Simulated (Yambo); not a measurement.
Yambo run on MoS$_{2}$ (space group P6_3/mmc, No. 194). The wavefunctions are PBEsol (Quantum ESPRESSO, PseudoDojo norm-conserving, 80 Ry, with spin-orbit coupling) ones on a 6×6×1 mesh (52 occupied bands); a = 3.150 Å, b = 3.150 Å, c = 12.091 Å, α = 90.00°, β = 90.00°, γ = 120.00°.

Yambo input:

```
rim_cut
gw0
dyson
el_el_corr
HF_and_locXC
ppa
em1d
RandQpts= 1000000
RandGvec= 1 Ry
EXXRLvcs= 80 Ry
VXCRLvcs= 320 Ry
Chimod= "HARTREE"
% BndsRnXp
 5 | 350 |
%
NGsBlkXp= 2 Ry
% LongDrXp
 1.0 | 1.0 | 1.0 |
%
PPAPntXp= 27.2114 eV
% GbndRnge
 1 | 350 |
%
GTermKind= "BG"
DysSolver= "n"
ExtendOut
% QPkrange
 1 | 1 | 52 | 52 |
 5 | 5 | 53 | 53 |
 7 | 7 | 52 | 53 |
%
```

k points by index: 1 = Γ, 5 = (0.167, 0.167, 0), 7 = K.

Table of the .qp output:

```
#    K-point    Band    Eo [eV]    E [eV]    E-Eo [eV]    Vxc [eV]    Vnlxc [eV]    Sc|Eo [eV]    Sc|E [eV]    dSc/dw|Eo [eV]    Re(Z)    Im(Z)
#
    1    52    0.000000    0.283817    0.283817    -16.29952    -16.89791    0.956132    0.882211    -7.088238    0.793341    -0.001291
    5    53    0.737541    1.304427    0.566886    -15.09631    -11.13073    -3.257069    -3.398695    -6.797256    0.800130    -0.001258
    7    52    -0.635344    -0.241636    0.393708    -16.39118    -16.84438    0.948132    0.846910    -6.996714    0.795464    -0.001282
    7    53    1.037033    1.843599    0.806565    -17.53439    -13.32094    -3.195254    -3.406887    -7.139155    0.792165    -0.001338
```
(The two width columns are left out.) Convergence of these settings isn't established.

Geometry relaxed with PBE+D3(BJ).
